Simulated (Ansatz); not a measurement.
# Ir (dhcp): energy against volume

Method: DFT, LDA (PW92), plane waves (420 eV) with PAW, scalar-relativistic (Ansatz). The PAW files were generated under PBE, with cores re-solved for the functional.

The cell is scaled uniformly from the relaxed one, with fractional coordinates and shape fixed. Energies are extrapolated to zero smearing, pressures are those at the given smearing. Magnetic state: spin not included.

A Birch-Murnaghan fit gives V₀ = 13.86 Å³/atom, B₀ = 404 GPa, B₀′ = 5.0.

Problem. What are the energy above the minimum and the pressure at 12.211 Å³/atom?

Solution. 318.7 meV/atom and 70.44 GPa as computed.

Problem. What are the energy above the minimum and the pressure at 14.431 Å³/atom?

Solution. 27.3 meV/atom and -14.40 GPa as computed.

Problem. What are the energy above the minimum and the pressure at 14.986 Å³/atom?

Solution. 98.6 meV/atom and -25.57 GPa as computed.
